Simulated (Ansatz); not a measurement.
A 14-atom cell of GeC2N4 built on β-Si3N4 (relaxed group P2_1/m), relaxed with r2SCAN. It is monoclinic, P2_1/m (No. 11); conventional cell a = 6.930 Å, b = 2.641 Å, c = 7.040 Å, β = 119.3°, 8.03 Å³ an atom. Around Ge lie 4 N at 1.75–1.84 Å; around C lie 4 N at 1.43–1.55 Å; around C lie 4 N at 1.42–1.56 Å; around N lie 2 C at 1.44–1.45 Å and 1 Ge at 1.84 Å; around N lie 2 C at 1.56 Å and 1 Ge at 1.82 Å; around N lie 1 C at 1.43 Å and 2 Ge at 1.75 Å; around N lie 3 C at 1.42–1.55 Å.

```
Ge C N
1.0
     6.93042    0.00000    0.01418
     0.00000    2.64123    0.00000
    -3.45299    0.00000    6.13491
Ge C N
2 4 8
Cartesian
  2.1261 0.6603 1.0577
  1.3513 1.9809 5.0914
  -1.4731 1.9809 4.6171
  -0.0172 1.9809 2.5912
  3.4947 0.6603 3.5579
  4.9505 0.6603 1.5320
  3.6354 0.6603 2.1125
  -0.1580 1.9809 4.0366
  0.7176 0.6603 2.2152
  2.1053 1.9809 -0.0959
  5.6704 1.9809 1.9257
  -2.1929 0.6603 4.2234
  2.7599 1.9809 3.9339
  1.3722 0.6603 6.2450
```

4 runs of the plane-wave code Ansatz on this cell differ in the functional (and in the settings that go with it). Levels are in eV from each run's valence top; v1 is the last filled band, c1 the first empty one.

Run A, mean stress -4.0 GPa (compression positive):
```tsv
point	v5	v3	v1	c1	c2	c3
Γ	-1.53	-0.58	-0.23	4.42	4.76	5.07
Z	-2.67	-2.08	-1.66	4.90	4.90	6.31
D	-2.50	-2.10	-1.47	4.72	4.72	7.22
B	-2.12	-0.62	-0.23	4.70	5.00	5.49
```

Run B, mean stress -3.9 GPa (compression positive):
```tsv
point	v5	v3	v1	c1	c2	c3
Γ	-1.53	-0.58	-0.23	3.66	3.99	4.29
Z	-2.66	-2.07	-1.65	4.13	4.13	5.55
D	-2.48	-2.09	-1.47	3.95	3.95	6.44
B	-2.12	-0.62	-0.23	3.92	4.23	4.71
```

Run C, mean stress 0.0 GPa (compression positive):
```tsv
point	v5	v3	v1	c1	c2	c3
Γ	-1.51	-0.56	-0.26	2.54	2.81	3.08
Z	-2.56	-1.97	-1.57	3.16	3.16	4.47
D	-2.39	-1.98	-1.41	2.96	2.96	5.26
B	-2.14	-0.61	-0.29	2.71	3.12	3.50
```

Run D, mean stress +6.3 GPa (compression positive):
```tsv
point	v5	v3	v1	c1	c2	c3
Γ	-1.50	-0.54	-0.27	2.14	2.41	2.67
Z	-2.49	-1.90	-1.53	2.71	2.71	3.95
D	-2.33	-1.90	-1.38	2.54	2.54	4.68
B	-2.14	-0.60	-0.31	2.33	2.73	3.08
```

**Question.** Match the runs to PBE, r2SCAN, HSE06, PBE0.

**Answer.** A is PBE0, B is HSE06, C is r2SCAN, D is PBE. In order of the gap: PBE 2.14, r2SCAN 2.54, HSE06 3.66, PBE0 4.42 eV. The stress vanishes for r2SCAN, which relaxed the cell.

No spin polarisation and no zero-point or thermal motion; the cell was built from a prototype and may be hypothetical.

Spin-orbit coupling is left out.

The stress of a hybrid is loosely converged in these runs.

The meshes of the hybrids are coarse, so their gaps aren't converged to the digits shown.
